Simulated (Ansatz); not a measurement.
## HfN under pressure

Computed with DFT PBE, scalar-relativistic, plane waves, PAW (Ansatz). Plane waves to 420 eV; Γ-centred k mesh 16×16×16; Fermi-Dirac smearing of 0.15 eV. No spin polarisation. Phonons by linear response, acoustic sum rule imposed.

Equilibrium structure at this level:
Space group Fm-3m (No. 225). a = 4.549 Å, b = 4.549 Å, c = 4.549 Å, α = 90.00°, β = 90.00°, γ = 90.00°
```csv
atom,site,symmetry,x,y,z
Hf,4a,m-3m,0.0000,0.0000,0.0000
N,4b,m-3m,0.5000,0.0000,0.0000
```

In a metal, frequencies and elastic constants depend on the k mesh and the smearing, soft modes and shear constants most. Spin–orbit coupling is left out, which matters for heavy elements.

Problem. The cell is relaxed again at -3 and -1 and 1 and 2 and 4 and 5 and 6 and 9 and 11 and 12 and 16 and 20 and 22 and 25 and 30 and 40 and 50 GPa. How do volume, gap and optical modes at Γ (cm⁻¹, counted from the lowest optical one; a degenerate one stands once) change?

Solution.
```csv
,0 GPa,-3 GPa,-1 GPa,1 GPa,2 GPa,4 GPa,5 GPa,6 GPa,9 GPa,11 GPa,12 GPa,16 GPa,20 GPa,22 GPa,25 GPa,30 GPa,40 GPa,50 GPa
V/V0,1.000,1.012,1.004,0.996,0.993,0.985,0.982,0.978,0.968,0.962,0.959,0.947,0.936,0.931,0.923,0.911,0.888,0.868
gap (eV),0.00,0.00,0.00,0.00,0.00,0.00,0.00,0.00,0.00,0.00,0.00,0.00,0.00,0.00,0.00,0.00,0.00,0.00
mode 1,477,466,474,481,485,492,495,498,508,515,518,530,541,547,555,568,593,616
```

Cost: 18 runs of about 14 core-minutes in all, on Intel Xeon Platinum 8488C (Sapphire Rapids), Intel Xeon Platinum 8375C (Ice Lake), Arm Neoverse V2 and other processors (shared hosts).